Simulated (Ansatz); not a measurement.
Relaxation of a generated cell, NbP placed in the AFLOW prototype AB_hP8_186_ab_ab (B5, as in SiC); 8 atoms in the cell, which starts as P6₃mc (No. 186), hP8; a = 3.5135 Å, b = 3.5135 Å, c = 11.5023 Å, α = 90.00°, β = 90.00°, γ = 120.00°. These are PBE (plane waves to 420 eV, PAW, scalar-relativistic; Ansatz, an electronic-structure program) values and carry that method's errors. Γ-centred k-mesh 8×8×2 on the run's cell (coarser than for final values), Fermi–Dirac smearing 0.05 eV. This is the first round of the run. 

The optimiser's lines from the output (shortened; P is positive under compression):

```
relax step   1: F+E_penalty+E_count = -21223.34022631 eV  Δ(F+E_penalty+E_count) = +0.000e0 eV  max|allowed force component| = 8.202e-1 eV/Å  Δτ_max = 0.0000 Å  P = +74.419 GPa  Ω = 122.967 Å³  (7 SCF iters, dr2 threshold 1.00e-7 eV, accepted)
relax step   2: F+E_penalty+E_count = -21229.55539532 eV  Δ(F+E_penalty+E_count) = -6.215e0 eV  max|allowed force component| = 5.010e-1 eV/Å  Δτ_max = 0.0154 Å  P = +33.476 GPa  Ω = 141.929 Å³  (7 SCF iters, dr2 threshold 8.00e-7 eV, accepted)
relax step   3: F+E_penalty+E_count = -21232.15277716 eV  Δ(F+E_penalty+E_count) = -2.597e0 eV  max|allowed force component| = 3.777e-1 eV/Å  Δτ_max = 0.0270 Å  P = +8.528 GPa  Ω = 162.381 Å³  (7 SCF iters, dr2 threshold 8.00e-7 eV, accepted)
relax step   4: F+E_penalty+E_count = -21232.53011334 eV  Δ(F+E_penalty+E_count) = -3.773e-1 eV  max|allowed force component| = 7.298e-1 eV/Å  Δτ_max = 0.0429 Å  P = +1.301 GPa  Ω = 171.047 Å³  (6 SCF iters, dr2 threshold 8.00e-7 eV, accepted)
relax step   5: F+E_penalty+E_count = -21233.11699131 eV  Δ(F+E_penalty+E_count) = -5.869e-1 eV  max|allowed force component| = 1.311e0 eV/Å  Δτ_max = 0.1244 Å  P = -5.521 GPa  Ω = 177.643 Å³  (7 SCF iters, dr2 threshold 8.00e-7 eV, accepted)
relax step   6: F+E_penalty+E_count = -21233.83189614 eV  Δ(F+E_penalty+E_count) = -7.149e-1 eV  max|allowed force component| = 1.424e0 eV/Å  Δτ_max = 0.0977 Å  P = -7.822 GPa  Ω = 175.728 Å³  (7 SCF iters, dr2 threshold 8.00e-7 eV, accepted)
relax step   7: F+E_penalty+E_count = -21234.43779551 eV  Δ(F+E_penalty+E_count) = -6.059e-1 eV  max|allowed force component| = 1.562e0 eV/Å  Δτ_max = 0.1589 Å  P = -11.548 GPa  Ω = 174.302 Å³  (7 SCF iters, dr2 threshold 8.00e-7 eV, accepted)
relax step   8: F+E_penalty+E_count = -21235.34675844 eV  Δ(F+E_penalty+E_count) = -9.090e-1 eV  max|allowed force component| = 1.263e0 eV/Å  Δτ_max = 0.0620 Å  P = -6.869 GPa  Ω = 163.172 Å³  (7 SCF iters, dr2 threshold 8.00e-7 eV, accepted)
relax step   9: F+E_penalty+E_count = -21235.75403559 eV  Δ(F+E_penalty+E_count) = -4.073e-1 eV  max|allowed force component| = 1.239e0 eV/Å  Δτ_max = 0.1058 Å  P = +1.032 GPa  Ω = 151.820 Å³  (7 SCF iters, dr2 threshold 8.00e-7 eV, accepted)
relax step  10: F+E_penalty+E_count = -21235.89677960 eV  Δ(F+E_penalty+E_count) = -1.427e-1 eV  max|allowed force component| = 4.210e-1 eV/Å  Δτ_max = 0.1701 Å  P = -0.288 GPa  Ω = 150.923 Å³  (7 SCF iters, dr2 threshold 8.00e-7 eV, accepted)
relax step  11: F+E_penalty+E_count = -21235.92454800 eV  Δ(F+E_penalty+E_count) = -2.777e-2 eV  max|allowed force component| = 1.254e-1 eV/Å  Δτ_max = 0.0631 Å  P = +0.150 GPa  Ω = 150.881 Å³  (6 SCF iters, dr2 threshold 8.00e-7 eV, accepted)
relax step  12: F+E_penalty+E_count = -21235.92709708 eV  Δ(F+E_penalty+E_count) = -2.549e-3 eV  max|allowed force component| = 6.313e-3 eV/Å  Δτ_max = 0.0147 Å  P = -0.066 GPa  Ω = 151.143 Å³  (6 SCF iters, dr2 threshold 8.00e-7 eV, accepted)
relax step  13: F+E_penalty+E_count = -21235.92714317 eV  Δ(F+E_penalty+E_count) = -4.609e-5 eV  max|allowed force component| = 2.387e-3 eV/Å  Δτ_max = 0.0012 Å  P = -0.001 GPa  Ω = 151.088 Å³  (6 SCF iters, dr2 threshold 2.41e-8 eV, accepted)
relax step  14: F+E_penalty+E_count = -21236.07435122 eV  Δ(F+E_penalty+E_count) = -1.472e-1 eV  max|allowed force component| = 7.817e-3 eV/Å  Δτ_max = 0.0000 Å  P = +1.185 GPa  Ω = 151.088 Å³  stress off target by 1.71e0 GPa  SCF on the basis re-selected at this cell (its energy is not comparable with the rows above)  (8 SCF iters)
relax step  15: F+E_penalty+E_count = -21236.08141702 eV  Δ(F+E_penalty+E_count) = -7.066e-3 eV  max|allowed force component| = 5.371e-3 eV/Å  Δτ_max = 0.0040 Å  P = +0.108 GPa  Ω = 152.185 Å³  (6 SCF iters, dr2 threshold 8.00e-7 eV, accepted)
relax step  16: F+E_penalty+E_count = -21236.08145583 eV  Δ(F+E_penalty+E_count) = -3.882e-5 eV  max|allowed force component| = 5.958e-4 eV/Å  Δτ_max = 0.0005 Å  P = +0.004 GPa  Ω = 152.305 Å³  (6 SCF iters, dr2 threshold 5.51e-8 eV, accepted)
relax step  17: F+E_penalty+E_count = -21236.08165622 eV  Δ(F+E_penalty+E_count) = -2.004e-4 eV  max|allowed force component| = 5.958e-4 eV/Å  Δτ_max = 0.0000 Å  P = +0.002 GPa  Ω = 152.305 Å³  stress off target by 3.10e-3 GPa  SCF on the basis re-selected at this cell (its energy is not comparable with the rows above)  (9 SCF iters)
```

From the first to the last row the energy changes by -1.59 eV/atom and the volume by +23.9 %. The last row is marked as not comparable with the walk above it, whose basis was carried along; it does compare with step 1, since both stand on a basis selected at the nominal cutoff for their own cell.

Energy and pressure jump between steps 13 and 14 at one geometry, where the plane-wave basis was selected anew. While the cell walks, the set of plane waves is carried along, so its effective cutoff drifts with the strain; re-selecting it at 420 eV moved the energy by -0.018 eV/atom and the pressure by 1.2 GPa. Only step 1 and rows on a re-selected basis compare with each other.

Later rounds, restarted from the end of this one on a renewed k-mesh, logged 9 more steps and released under 0.01 eV/atom more. The final structure after all rounds: P6₃mc (No. 186), hP8; a = 4.2417 Å, b = 4.2417 Å, c = 9.7771 Å, α = 90.00°, β = 90.00°, γ = 120.00°. Between re-selections the logged energies stand on a plane-wave basis carried along with the cell. No spin polarisation in the result.

The run could not lose the symmetry of its start, so the end can be a saddle point.

The relaxed structure here is a generated cell of NbP: the first start was made by placing the elements on the sites of a structure type, and the end was not matched to a known phase here, so it may be hypothetical.
